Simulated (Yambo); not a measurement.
A G0W0@PBEsol run in Yambo for SnS2 (CdI2 type, space group P-3m1, No. 164) (6×6×2 Γ-centred k mesh, 133 bands and a 8 Ry block in the screening, 133 bands in G with the Bruneval-Gonze terminator, plasmon pole fitted at 27.2 eV) gives these matrix elements, in eV, at the band edges ((0, 0.167, 0) → L):

```
state               E0    <Vxc>     <Σx>  <Σc(E0)>      Z
---------------  -----  -------  -------  --------  -----
valence edge     0.000  -13.393  -15.774     1.576  0.772
conduction edge  1.516  -12.171   -8.867    -3.160  0.796
```

### Question
Solve the linearised quasiparticle equation for both states, give the gap, and say how exchange and correlation each act on it.

### Answer
E = E0 + Z(Σx + Σc − Vxc). Valence: 0.000 + 0.772 × (-15.774 + (1.576) − (-13.393)) = -0.62 eV. Conduction: 1.516 + 0.796 × (-8.867 + (-3.160) − (-12.171)) = 1.63 eV. The gap is 2.25 eV, against 1.52 eV in PBEsol. Replacing Vxc by bare exchange alone would open it by 5.68 eV; correlation takes back 4.74 eV of that, and Z scales what is left. Nearest settings tried, and what they do to the gap: 84 bands in G: -1 meV; 60 bands in W: +40 meV; 7 Ry block (149 vectors against 209): -23 meV. Not varied: mesh. So the settings aren't converged at that level. Spin-orbit splittings are left out.

The standard potential for Sn keeps a d shell in the valence without the s and p states of that shell. In tests on such compounds this moved G0W0 gaps by up to about 0.9 eV, so absolute quasiparticle energies here are unreliable; differences between settings are what counts.

Geometry of the Materials Project entry, not relaxed at this level; primitive cell a = 3.6743 Å, b = 3.6743 Å, c = 6.2288 Å, α = 90.00°, β = 90.00°, γ = 120.00°.

The distance between layers or molecules is the database entry's, not relaxed here. Functionals without dispersion can leave it too large, which widens gaps and weakens the response across layers: the numbers belong to this cell.
